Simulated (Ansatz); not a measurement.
Computed with DFT PBE, scalar-relativistic, plane waves, PAW, and for the lanthanide a 4f-in-core norm-conserving potential, in Ansatz. All cells share a 630 eV cutoff and Γ-centred k meshes spaced at most about 0.3 Å⁻¹ (about 0.25 or finer for metals, 2π included). No spin polarisation in the final relaxations.

All energies are static (0 K, no zero-point motion). All come from trial cells, and lower structures may exist.

Question: Order these relaxed structures of Dy2B by energy, lowest first, with the energy over the lowest of them.
1.

```cif
data_structure
_symmetry_space_group_name_H-M 'Fm-3m'
_symmetry_Int_Tables_number 225
_cell_length_a 6.3876
_cell_length_b 6.3876
_cell_length_c 6.3876
_cell_angle_alpha 90.000
_cell_angle_beta 90.000
_cell_angle_gamma 90.000
_cell_volume 260.62
loop_
_atom_site_label
_atom_site_type_symbol
_atom_site_symmetry_multiplicity
_atom_site_Wyckoff_symbol
_atom_site_fract_x
_atom_site_fract_y
_atom_site_fract_z
_atom_site_occupancy
Dy1 Dy 8 c 0.25000 0.25000 0.75000 1
B1 B 4 a 0.00000 0.00000 0.00000 1
```

2.

```cif
data_structure
_symmetry_space_group_name_H-M 'P4/nmm:1'
_symmetry_Int_Tables_number 129
_cell_length_a 4.3132
_cell_length_b 4.3132
_cell_length_c 6.7675
_cell_angle_alpha 90.000
_cell_angle_beta 90.000
_cell_angle_gamma 90.000
_cell_volume 125.90
loop_
_atom_site_label
_atom_site_type_symbol
_atom_site_symmetry_multiplicity
_atom_site_Wyckoff_symbol
_atom_site_fract_x
_atom_site_fract_y
_atom_site_fract_z
_atom_site_occupancy
Dy1 Dy 2 c 0.00000 0.50000 0.38792 1
Dy2 Dy 2 a 0.00000 0.00000 0.00000 1
B1 B 2 c 0.00000 0.50000 0.75503 1
```

Answer: 1 (0 meV/atom), 2 (55 meV/atom). Forms: 1 anti-fluorite type, Fm-3m; 2 P4/nmm. Counting B atoms around Dy (those within 1.25 times the shortest such distance or 1.15 times the sum of covalent radii, 1.27 where that leaves under three; a plus sign parts nearer from farther groups; a slash parts the counts of unlike sites): cell 1 has Dy 4; cell 2 has Dy 4/1+4. Even the lowest lies +0.07 eV/atom against the elements.

Cells relaxed within their symmetry can be saddle points. Some structure types and database cells were kept out of the candidates from the start, so a known form may be missing.

The lanthanide is trivalent by construction, without f bands, f moments or other valences. The reference runs of the other elements, and any phases without the lanthanide, used 420 eV, which shifts energies against them by under 10 meV/atom. The lanthanide's reference is the lowest of its hcp, dhcp and fcc cells.
